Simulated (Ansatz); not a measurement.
Relaxation of a generated cell, HfO2 built in the AFLOW prototype AB2_hP3_191_a_d (C32, as in AlB2); 3 atoms in the cell, which starts as P6/mmm (No. 191), hP3; a = 3.3151 Å, b = 3.3151 Å, c = 3.5895 Å, α = 90.00°, β = 90.00°, γ = 120.00°. These are r2SCAN (plane waves to 500 eV, PAW, scalar-relativistic; Ansatz, a first-principles code) values and carry that method's errors. Γ-centred k-mesh 11×11×9 on the run's cell, Fermi–Dirac smearing 0.05 eV. This is the first round of the run. 

The optimiser's lines from the output (shortened; P is positive under compression):

```
relax step   1: F+E_penalty+E_count = -16865.72067960 eV  Δ(F+E_penalty+E_count) = +0.000e0 eV  max|allowed force component| = 5.921e-16 eV/Å  Δτ_max = 0.0000 Å  P = -2.883 GPa  Ω = 34.164 Å³  (8 SCF iters, dr2 threshold 1.00e-7 eV, accepted)
relax step   2: F+E_penalty+E_count = -16866.64545778 eV  Δ(F+E_penalty+E_count) = -9.248e-1 eV  max|allowed force component| = 3.701e-16 eV/Å  Δτ_max = 0.0000 Å  P = -6.580 GPa  Ω = 33.731 Å³  (9 SCF iters, dr2 threshold 3.00e-7 eV, accepted)
relax step   3: F+E_penalty+E_count = -16867.64281726 eV  Δ(F+E_penalty+E_count) = -9.974e-1 eV  max|allowed force component| = 3.701e-16 eV/Å  Δτ_max = 0.0000 Å  P = -8.991 GPa  Ω = 33.012 Å³  (8 SCF iters, dr2 threshold 3.00e-7 eV, accepted)
relax step   4: F+E_penalty+E_count = -16868.65108587 eV  Δ(F+E_penalty+E_count) = -1.008e0 eV  max|allowed force component| = 2.837e-16 eV/Å  Δτ_max = 0.0000 Å  P = -9.588 GPa  Ω = 32.083 Å³  (9 SCF iters, dr2 threshold 3.00e-7 eV, accepted)
relax step   5: F+E_penalty+E_count = -16869.48111668 eV  Δ(F+E_penalty+E_count) = -8.300e-1 eV  max|allowed force component| = 1.789e-16 eV/Å  Δτ_max = 0.0000 Å  P = -6.414 GPa  Ω = 30.849 Å³  (8 SCF iters, dr2 threshold 3.00e-7 eV, accepted)
relax step   6: F+E_penalty+E_count = -16869.93229396 eV  Δ(F+E_penalty+E_count) = -4.512e-1 eV  max|allowed force component| = 2.652e-16 eV/Å  Δτ_max = 0.0000 Å  P = +0.112 GPa  Ω = 29.569 Å³  (8 SCF iters, dr2 threshold 3.00e-7 eV, accepted)
relax step   7: F+E_penalty+E_count = -16869.96845750 eV  Δ(F+E_penalty+E_count) = -3.616e-2 eV  max|allowed force component| = 4.749e-16 eV/Å  Δτ_max = 0.0000 Å  P = +0.629 GPa  Ω = 29.419 Å³  (8 SCF iters, dr2 threshold 3.00e-7 eV, accepted)
relax step   8: F+E_penalty+E_count = -16869.97062720 eV  Δ(F+E_penalty+E_count) = -2.170e-3 eV  max|allowed force component| = 1.049e-16 eV/Å  Δτ_max = 0.0000 Å  P = -0.227 GPa  Ω = 29.533 Å³  (6 SCF iters, dr2 threshold 3.00e-7 eV, accepted)
relax step   9: F+E_penalty+E_count = -16869.97066871 eV  Δ(F+E_penalty+E_count) = -4.151e-5 eV  max|allowed force component| = 1.480e-16 eV/Å  Δτ_max = 0.0000 Å  P = -0.002 GPa  Ω = 29.506 Å³  (5 SCF iters, dr2 threshold 3.00e-7 eV, accepted)
relax step  10: F+E_penalty+E_count = -16869.97055867 eV  Δ(F+E_penalty+E_count) = +1.100e-4 eV  max|allowed force component| = 1.480e-16 eV/Å  Δτ_max = 0.0000 Å  P = +0.056 GPa  Ω = 29.506 Å³  stress off target by 1.01e-1 GPa  SCF on the basis re-selected at this cell (its energy is not comparable with the rows above)  (7 SCF iters)
relax step  11: F+E_penalty+E_count = -16869.97055532 eV  Δ(F+E_penalty+E_count) = +3.351e-6 eV  max|allowed force component| = 3.207e-16 eV/Å  Δτ_max = 0.0000 Å  P = +0.000 GPa  Ω = 29.512 Å³  (4 SCF iters, dr2 threshold 2.56e-8 eV, accepted)
relax step  12: F+E_penalty+E_count = -16869.97056061 eV  Δ(F+E_penalty+E_count) = -5.289e-6 eV  max|allowed force component| = 3.207e-16 eV/Å  Δτ_max = 0.0000 Å  P = +0.000 GPa  Ω = 29.512 Å³  stress off target by 2.61e-4 GPa  SCF on the basis re-selected at this cell (its energy is not comparable with the rows above)  (5 SCF iters)
```

From the first to the last row the energy changes by -1.42 eV/atom and the volume by -13.6 %. The last row is marked as not comparable with the walk above it, whose basis was carried along; it does compare with step 1, since both stand on a basis selected at the nominal cutoff for their own cell.

Later rounds, restarted from the end of this one on a renewed k-mesh, logged 9 more steps and released under 0.01 eV/atom more. The final structure after all rounds: P6/mmm (No. 191), hP3; a = 3.577 Å, b = 3.577 Å, c = 2.662 Å, α = 90.00°, β = 90.00°, γ = 120.00°. Between re-selections the logged energies stand on a plane-wave basis carried along with the cell. No spin polarisation in the result. The d or f electrons are treated with no Hubbard U.

The run could not lose the symmetry of its start, so the end can be a saddle point.

All atoms sit on sites fixed by symmetry, so only the cell could relax.

The relaxed structure here is a generated cell of HfO2: the first start was made by placing the elements on the sites of a structure type, and the end was not matched to a known phase here, so it may be hypothetical. Known forms of HfO2 include space group No. 14, 29, 137, 225.
